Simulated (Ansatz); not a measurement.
Computed with Ansatz 0.2.0, DFT PBE, scalar-relativistic, plane waves, PAW. The final run on the 7-atom cell used 420 eV, a Γ-centred 6×6×6 mesh, 0.10 eV smearing and no spin polarisation.

The zero of energy is the elements' standard structures at the same level; no fitted shifts are applied.

Problem. Give a relaxed trial structure of a cubic metal made of Au and Rb, with a formation energy near −0.21 eV/atom and a density near 4.37 g/cm³, in a cell of 7 atoms. Its symmetry should be Pm-3m (No. 221).

Solution. Rb4Au3, space group Pm-3m (No. 221). Rb on a site of symmetry m-3m has 6 Au at 3.54 Å; Rb on a site of symmetry 4/mmm has 4 Au at 3.54 Å; around Au lie 6 Rb at 3.54 Å.

```cif
data_structure
_symmetry_space_group_name_H-M 'P 1'
_symmetry_Int_Tables_number 1
_cell_length_a 7.0746
_cell_length_b 7.0746
_cell_length_c 7.0746
_cell_angle_alpha 90.000
_cell_angle_beta 90.000
_cell_angle_gamma 90.000
_cell_volume 354.08
loop_
_atom_site_label
_atom_site_type_symbol
_atom_site_fract_x
_atom_site_fract_y
_atom_site_fract_z
_atom_site_occupancy
Rb1 Rb 0.50000 0.50000 0.50000 1
Rb2 Rb 0.50000 0.00000 0.00000 1
Rb3 Rb 0.00000 0.50000 0.00000 1
Rb4 Rb 0.00000 0.00000 0.50000 1
Au1 Au 0.50000 0.50000 0.00000 1
Au2 Au 0.00000 0.50000 0.50000 1
Au3 Au 0.50000 0.00000 0.50000 1
```

The volume per atom is 50.58 Å³, the density is 4.37 g/cm³ and the energy over the elements is −0.21 eV/atom. The gap on the 6×6×6 mesh of the 7-atom cell is 0 eV (a metal).

The cell was found from a structure generator's guess, not taken from experiment. Other answers may fit too; this one was computed.

These runs have no spin–orbit coupling, which can matter for Au. Symmetry constrained the relaxation, so the result can be a saddle point.
